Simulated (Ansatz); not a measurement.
GaAs:
```xyz
6
Lattice="4.0184 0.0000 0.0000 -2.0092 3.4801 0.0000 0.0000 0.0000 8.7822" Properties=species:S:1:pos:R:3 pbc="T T T"
Ga     2.0101     0.0000     5.8548
Ga    -1.0050     1.7408     2.9274
Ga     1.0042     1.7393     0.0000
As     2.0097     0.0000     1.4637
As    -1.0048     1.7405     7.3185
As     1.0044     1.7396     4.3911
```

Relaxed with PBEsol.

Question: Which orbitals make up the states near the Fermi level in the program Ansatz at the PBEsol level (PAW)?

Answer: Within 0.5 eV of the Fermi level: As 4p 44 %, Ga 4p 25 %, Ga 4s 19 %, As 4s 9 %. Projections are on Löwdin-orthogonalised atomic valence shells; empty p or d shells of many metals are not among them.

Question: Tabulate the density of states.

Answer: States/eV per cell of 6 atoms, in 0.25 eV bins, energy from the Fermi level.

| E (eV) | total | As 4p | Ga 4p | Ga 4s |
|---|---|---|---|---|
| -7.85 | 0.12 | 0.05 | 0.00 | 0.06 |
| -7.60 | 2.22 | 0.99 | 0.14 | 1.03 |
| -7.35 | 2.04 | 0.91 | 0.12 | 0.94 |
| -7.10 | 2.23 | 0.98 | 0.17 | 0.93 |
| -6.85 | 2.93 | 1.27 | 0.22 | 1.21 |
| -6.60 | 1.72 | 0.74 | 0.19 | 0.60 |
| -6.35 | 0.94 | 0.41 | 0.10 | 0.31 |
| -6.10 | 0.86 | 0.37 | 0.11 | 0.27 |
| -5.85 | 2.32 | 0.99 | 0.33 | 0.81 |
| -5.60 | 3.17 | 1.33 | 0.39 | 1.10 |
| -5.35 | 2.46 | 1.08 | 0.41 | 0.70 |
| -5.10 | 1.18 | 0.56 | 0.26 | 0.24 |
| -4.85 | 1.24 | 0.59 | 0.29 | 0.25 |
| -4.60 | 1.44 | 0.71 | 0.37 | 0.25 |
| -4.35 | 1.47 | 0.77 | 0.42 | 0.18 |
| -4.10 | 2.09 | 1.15 | 0.67 | 0.15 |
| -3.85 | 2.14 | 1.20 | 0.68 | 0.14 |
| -3.60 | 2.64 | 1.52 | 0.82 | 0.16 |
| -3.35 | 3.44 | 2.01 | 1.05 | 0.22 |
| -3.10 | 3.32 | 1.96 | 0.97 | 0.24 |
| -2.85 | 2.80 | 1.67 | 0.79 | 0.22 |
| -2.60 | 3.80 | 2.42 | 1.02 | 0.22 |
| -2.35 | 3.27 | 2.12 | 0.88 | 0.16 |
| -2.10 | 3.92 | 2.60 | 1.05 | 0.15 |
| -1.85 | 3.94 | 2.69 | 1.01 | 0.13 |
| -1.60 | 4.10 | 2.83 | 1.03 | 0.14 |
| -1.35 | 4.24 | 2.88 | 1.11 | 0.14 |
| -1.10 | 3.29 | 2.27 | 0.87 | 0.08 |
| -0.85 | 1.58 | 1.12 | 0.40 | 0.02 |
| -0.60 | 0.73 | 0.49 | 0.20 | 0.01 |
| -0.35 | 0.27 | 0.17 | 0.07 | 0.01 |
| -0.10 | 0.09 | 0.05 | 0.02 | 0.01 |
| 0.15 | 0.09 | 0.02 | 0.02 | 0.03 |
| 0.40 | 0.36 | 0.09 | 0.08 | 0.12 |
| 0.65 | 1.14 | 0.28 | 0.29 | 0.34 |
| 0.90 | 2.55 | 0.69 | 0.68 | 0.67 |
| 1.15 | 2.80 | 0.78 | 0.76 | 0.77 |
| 1.40 | 2.06 | 0.60 | 0.57 | 0.53 |
| 1.65 | 2.91 | 0.86 | 0.97 | 0.61 |
| 1.90 | 3.47 | 1.01 | 1.27 | 0.64 |
| 2.15 | 4.08 | 1.38 | 1.38 | 0.72 |
| 2.40 | 3.17 | 1.09 | 1.15 | 0.49 |
| 2.65 | 3.40 | 1.23 | 1.11 | 0.60 |
| 2.90 | 4.47 | 1.50 | 1.65 | 0.67 |
| 3.15 | 3.26 | 1.01 | 1.41 | 0.39 |
| 3.40 | 3.47 | 1.04 | 1.58 | 0.32 |
| 3.65 | 2.55 | 0.73 | 1.20 | 0.21 |
| 3.90 | 2.03 | 0.49 | 1.02 | 0.14 |
| 4.15 | 3.59 | 0.77 | 1.92 | 0.18 |
| 4.40 | 3.19 | 0.74 | 1.68 | 0.14 |
| 4.65 | 3.24 | 0.77 | 1.64 | 0.16 |

Space group P6_222. The start of the workflow was typed in or built on a structure type; neither database checked (COD, Materials Project) lists it. It is not the phase usual at ambient conditions (space group No. 216). Symmetry was held in the PBEsol relaxation; its stability against distortions is not shown here. Spin–orbit coupling is left out wherever it is not named.

Potentials: the earlier of the program's two PAW sets. The files were generated under PBE; for other functionals the program regenerates the frozen cores, and for LDA and PBEsol the local potential too.
